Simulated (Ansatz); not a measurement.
Ga₂O₃ (corundum, R-3c), DFT-r²SCAN in the program Ansatz with PAW potentials. The conduction-band minimum lies at Γ, with 1 equivalent valley. Second derivatives d²E/dk² of the lowest band at one valley (eV·Å²), along Cartesian directions:

```csv
direction,d²E/dk²
[100],30.70
[010],30.70
[001],30.10
[110],30.70
[101],30.40
[011],30.40
```

Problem. Find the principal effective masses, the density-of-states mass and the conductivity mass.

Solution. Off-diagonal terms follow from H_xy = H[110] − (H_xx + H_yy)/2, and m*/mₑ = 7.620 eV·Å² over each eigenvalue: 0.25, 0.25, 0.25. One valley's DOS mass (m₁m₂m₃)^(1/3) = 0.25, conductivity mass 3/(Σ 1/mᵢ) = 0.25 mₑ.

Problem. What effective density of states Nc follows at 300 K for parabolic valleys?

Solution. Nc = 2.509e19 × 1 × (0.25)^(3/2) ≈ 3.1e18 cm⁻³.

Symmetry was held in the r²SCAN relaxation. Scalar-relativistic: spin–orbit coupling is off unless named, which matters more the heavier the elements.

Potentials: the later of the program's two PAW sets.

Edges and masses are those of Kohn–Sham bands, whose gap is no quasiparticle gap.
